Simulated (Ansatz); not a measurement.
Polymorphs of GePd, each relaxed with the program Ansatz at the PBE level (PAW):

A: CsCl type (Pm-3m), a = b = c = 3.1750 Å, α = β = γ = 90.00°

B: P6/mmm, a = b = 5.613 Å, c = 4.013 Å, α = β = 90.00°, γ = 120.00°

C: NiAs type (P6_3/mmc), a = b = 3.710 Å, c = 5.809 Å, α = β = 90.00°, γ = 120.00°

D: rock salt (Fm-3m), a = b = c = 5.215 Å, α = β = γ = 90.00°

**Question.** Order them by energy per atom at 0 K (lowest first) at the level PBE.

**Answer.** C (+0 meV/atom), A (+109 meV/atom), B (+155 meV/atom), D (+238 meV/atom)

Constructed cells (a structure type filled with these elements, in neither database checked): A; B; C; D. All cells were relaxed under the symmetry of their starts (and spin orders); stability against distortions was not tested throughout. Rows with no word on spin ran without spin polarisation. Scalar-relativistic: spin–orbit coupling is off unless named, which matters more the heavier the elements.

Energies hold the estimated change up to a 700 eV cutoff; steps of a few meV lie near the error of the meshes.

Potentials: the later of the program's two PAW sets.
